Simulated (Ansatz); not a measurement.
# Energy against volume for Ta (bcc, W type)

Ta (bcc, W type)

```cif
data_Ta
_chemical_formula_sum 'Ta1'
_space_group_name_H-M_alt 'P 1'
_space_group_IT_number 1
_cell_length_a 2.84226
_cell_length_b 2.84226
_cell_length_c 2.84226
_cell_angle_alpha 109.471
_cell_angle_beta 109.471
_cell_angle_gamma 109.471
loop_
_space_group_symop_operation_xyz
  'x, y, z'
loop_
_atom_site_label
_atom_site_type_symbol
_atom_site_fract_x
_atom_site_fract_y
_atom_site_fract_z
_atom_site_occupancy
Ta1 Ta 0.00000 0.00000 0.00000 1
```

The volume is varied about the relaxed value V₀ at fixed cell shape. Symmetry pins the atoms to their sites.

These are PBEsol (plane waves to 420 eV, PAW, scalar-relativistic; Ansatz, an electronic-structure program) values and carry that method's errors. k mesh 21×21×21 (Γ-centred), Fermi-Dirac smearing 0.05 eV. E stands for the smeared free energy. Compression counts positive. On this mesh the relaxed cell isn't quite at rest: it carries a pressure of -0.2 GPa (compression positive) at the zero of the scan. Spin-orbit coupling is left out, though Ta is heavy. Ta is run without spin polarisation. Ta was relaxed with its symmetry unable to fall. The zero of ΔE is the relaxed starting cell.

```json
[
 {"a (Å)": "3.2150", "ΔE (meV/atom)": "44", "P (GPa)": "14.2"},
 {"a (Å)": "3.2286", "ΔE (meV/atom)": "27", "P (GPa)": "11.0"},
 {"a (Å)": "3.2421", "ΔE (meV/atom)": "15", "P (GPa)": "7.9"},
 {"a (Å)": "3.2555", "ΔE (meV/atom)": "6", "P (GPa)": "5.0"},
 {"a (Å)": "3.2688", "ΔE (meV/atom)": "1", "P (GPa)": "2.3"},
 {"a (Å)": "3.2820", "ΔE (meV/atom)": "0", "P (GPa)": "-0.2"},
 {"a (Å)": "3.2950", "ΔE (meV/atom)": "2", "P (GPa)": "-2.6"},
 {"a (Å)": "3.3080", "ΔE (meV/atom)": "7", "P (GPa)": "-4.9"},
 {"a (Å)": "3.3209", "ΔE (meV/atom)": "15", "P (GPa)": "-7.0"},
 {"a (Å)": "3.3337", "ΔE (meV/atom)": "25", "P (GPa)": "-9.1"},
 {"a (Å)": "3.3463", "ΔE (meV/atom)": "39", "P (GPa)": "-11.0"}
]
```

Key numbers:

The pressure at the smallest volume is 14.2 GPa, the energy cost of the largest compression is 44 meV/atom and the energy cost of the largest expansion is 39 meV/atom. The bulk modulus B₀ (third-order Birch-Murnaghan fit) is 207 GPa and the pressure derivative B₀′ (fit) comes out as 3.9. The equilibrium volume of the fit comes out as 17.66 Å³/atom and the pressure for 5 % compression (fit) is 11.7 GPa.

(Under strain, the slope of the energy per volume gives the stress and its curvature an elastic modulus.)
